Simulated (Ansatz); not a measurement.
Cold compression of NbRu

```
Nb Ru
1.0
     3.18649    0.00000    0.00000
     0.00000    3.18649    0.00000
     0.00000    0.00000    3.18649
Nb Ru
1 1
Cartesian
  0.0000 0.0000 0.0000
  1.5932 1.5932 1.5932
```

The base volume is that of a database entry, with shape and atoms relaxed on PAW files at held volume, so it needn't be at zero pressure; the structure needn't be the stable phase, at rest or compressed.

Its volume is scaled, and at each volume shape and atoms are relaxed on PAW files; all methods then take that cell.

Computed with Ansatz 0.2.0; functional PBEsol, scalar-relativistic. Settings: a Γ-centred 11×11×11 k mesh, Fermi–Dirac smearing of 0.05 eV, no spin polarisation. Methods: LAPW: all electrons, basis error target 1 meV/atom; PAW: frozen-core files, cutoff 420 eV; norm-conserving: pseudopotentials, cutoff 1143 eV.

Energies are extrapolated to zero smearing and count from the unscaled cell; pressure is positive in compression; gaps take the mesh and a band path. No temperature or zero-point motion is included.

The PAW files were made under PBE.

```json
{"V/V0": "1.00", "V (Å³/atom)": "16.18", "P LAPW (GPa)": "-10.35", "ΔE LAPW (eV/atom)": "0.000", "P PAW − LAPW (GPa)": "0.02", "ΔE PAW − LAPW (meV/atom)": "0.0", "space group": "Pm-3m", "shortest distance (Å)": "2.760"}
{"V/V0": "0.85", "V (Å³/atom)": "13.75", "P LAPW (GPa)": "38.4", "ΔE LAPW (eV/atom)": "0.160", "P PAW − LAPW (GPa)": "0.02", "ΔE PAW − LAPW (meV/atom)": "0.3", "space group": "Pm-3m", "shortest distance (Å)": "2.614"}
{"V/V0": "0.80", "V (Å³/atom)": "12.94", "P LAPW (GPa)": "65.9", "ΔE LAPW (eV/atom)": "0.420", "P PAW − LAPW (GPa)": "0.02", "ΔE PAW − LAPW (meV/atom)": "0.4", "space group": "Pm-3m", "shortest distance (Å)": "2.562"}
{"V/V0": "0.55", "V (Å³/atom)": "8.90", "P LAPW (GPa)": "435.8", "ΔE LAPW (eV/atom)": "5.571", "P PAW − LAPW (GPa)": "-0.46", "ΔE PAW − LAPW (meV/atom)": "-2.2", "space group": "Pm-3m", "shortest distance (Å)": "?"}
```

Q: What belongs in the row "0.55", column "shortest distance (Å)"?

A: 2.261.

Q: At the smallest volume, how far does norm-conserving lie from LAPW in pressure?

A: norm-conserving: +3.65 GPa, on a LAPW pressure of 435.8 GPa.

Q: How do the Löwdin populations by LAPW change from the unscaled cell to the last row?

A: Nb 4s 1.95 → 1.86, Nb 5s 0.79 → 0.53, Nb 4p 5.99 → 5.93, Nb 4d 4.14 → 4.79, Ru 4s 1.95 → 1.87, Ru 5s 0.76 → 0.55, Ru 4p 5.99 → 5.94, Ru 4d 7.29 → 7.42 electrons an atom. These are projections on the shells that the free atoms fill; 0.16 e a cell lies outside them at the start and 0.12 e at the end.
